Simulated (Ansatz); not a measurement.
CdTe:
```xyz
4
Lattice="4.6326 0.0000 0.0000 -2.3163 4.0119 0.0000 0.0000 0.0000 7.5964" Properties=species:S:1:pos:R:3 pbc="T T T"
Cd     0.0000     2.6746     0.0022
Cd     2.3163     1.3373     3.8004
Te     0.0000     2.6746     2.8465
Te     2.3163     1.3373     6.6446
```

Relaxed with r²SCAN. Special points in fractions of this cell's reciprocal vectors: Γ (0.000, 0.000, 0.000); M (0.500, 0.000, 0.000); K (0.333, 0.333, 0.000); A (0.000, 0.000, 0.500); L (0.500, 0.000, 0.500); H (0.333, 0.333, 0.500).

Problem. List the band energies nearest the valence-band maximum at these points for plane-wave PAW r²SCAN (Ansatz code).

Solution. In eV from the valence-band maximum; about four levels below and three above (degenerate sets whole), none deeper than 8.9 eV; points with the same levels are listed once.

```json
[
 {"k": "Γ", "below": "-0.76 -0.76 -0.07 0.00 0.00", "above": "1.21 2.03 4.99 4.99"},
 {"k": "M", "below": "-2.61 -1.79 -1.36 -0.75", "above": "2.79 3.04 4.40"},
 {"k": "K", "below": "-2.92 -1.87 -1.87 -1.70", "above": "3.67 4.47 4.47"},
 {"k": "A", "below": "-0.40 -0.40 -0.40 -0.40", "above": "2.42 2.42 5.43 5.43 5.43 5.43"},
 {"k": "L", "below": "-1.37 -1.37 -1.32 -1.32", "above": "2.61 2.61 4.21 4.21"},
 {"k": "H", "below": "-2.39 -2.39 -1.12 -1.12", "above": "3.28 3.28 5.34 5.34"}
]
```

Space group P6_3mc (wurtzite). The workflow started from a Materials Project entry (that database holds measured and hypothetical structures alike); the Crystallography Open Database copy checked does not list it. It is not the phase usual at ambient conditions (space group No. 216). The cell was relaxed with r²SCAN under the symmetry of its start; of distortions, only those at the zone centre were tested. Spin–orbit coupling is left out wherever it is not named.

Potentials: the earlier of the program's two PAW sets.
